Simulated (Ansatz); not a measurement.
ReC (CsCl type, space group No. 221) at seven volumes, PBEsol in the plane-wave PAW code Ansatz, scaled uniformly. One row is withheld.

```json
[
 {"V (Å³/atom)": "8.656", "P (GPa)": "49.57"},
 {"V (Å³/atom)": "8.941", "P (GPa)": "30.31"},
 {"V (Å³/atom)": "9.226", "P (GPa)": "13.94"},
 {"V (Å³/atom)": "9.512", "P (GPa)": "0.00"},
 {"V (Å³/atom)": "9.797", "P (GPa)": "?"},
 {"V (Å³/atom)": "10.082", "P (GPa)": "-21.91"},
 {"V (Å³/atom)": "10.368", "P (GPa)": "-30.42"}
]
```

Fit the shown pressures and predict the withheld one.

Third-order Birch–Murnaghan: P = (3/2)B₀(x^(7/2) − x^(5/2))[1 + (3/4)(B′ − 4)(x − 1)] with x = (V₀/V)^(2/3). Least squares on the six rows gives V₀ = 9.512 Å³/atom, B₀ = 427.0 GPa, B′ = 4.41. At V = 9.797, x = 0.9805 and P = -11.81 GPa. The run itself gave -11.86 GPa.

Space group Pm-3m (CsCl type). The cell is a constructed one: a structure type filled with these elements; neither database checked (COD, Materials Project) lists it. Its standing as an ambient phase is unchecked. The cell was relaxed with PBEsol under the symmetry of its start. At this level the phase is dynamically unstable (imaginary phonons). The run is not spin-polarised. Scalar-relativistic: spin–orbit coupling is off unless named, which matters more the heavier the elements.

Potentials: the earlier of the program's two PAW sets. The files were generated under PBE; for other functionals the program regenerates the frozen cores, and for LDA and PBEsol the local potential too.
